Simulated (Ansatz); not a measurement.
Profile along the Sn–Sn line in Sn (beta-Sn type, space group I4_1/amd)

Sn (beta-Sn type, space group I4_1/amd)

```
CELL_PARAMETERS angstrom
     -2.97350     2.97350     1.60615
      2.97350    -2.97350     1.60615
      2.97350     2.97350    -1.60615
ATOMIC_POSITIONS crystal
  Sn 0.75000 0.25000 0.50000
  Sn 0.00000 0.00000 0.00000
```

Fields along a shortest Sn–Sn line of a (100) plane (3.08 Å), from Sn to Sn, interpolated on the slice's grid (step about 0.3 Å). Calculation: PBE (plane waves to 420 eV, PAW, scalar-relativistic; Ansatz, an electronic-structure program). k mesh 16×16×16. These are valence fields of a PAW run, semicore shells included where kept as valence: close to a nucleus they are smooth pseudo fields. Sn was relaxed with its symmetry unable to fall.

```tsv
distance from Sn (Å)	valence electron density (e/Å³)	electron localisation function
0.00	16.15	x
0.15	14.75	x
0.31	10.50	x
0.46	6.13	x
0.62	3.08	0.16
0.77	1.44	0.26
0.92	0.71	0.33
1.08	0.42	0.37
1.23	0.30	0.41
1.39	0.25	0.49
1.54	0.23	0.53
1.69	0.25	0.49
1.85	0.30	0.41
2.00	0.42	0.37
2.16	0.71	0.33
2.31	1.44	0.26
2.46	3.08	0.16
2.62	6.13	x
2.77	10.51	x
2.93	14.77	x
3.08	16.59	x
```

x: too close to a nucleus for the ELF to mean much.

Density on the Sn–Sn line (3.08 Å) at its midpoint: 0.23 e/Å³. ELF at that point: 0.5. ELF maximum in the middle third of the Sn–Sn line: 0.53, 1.5 Å from Sn.
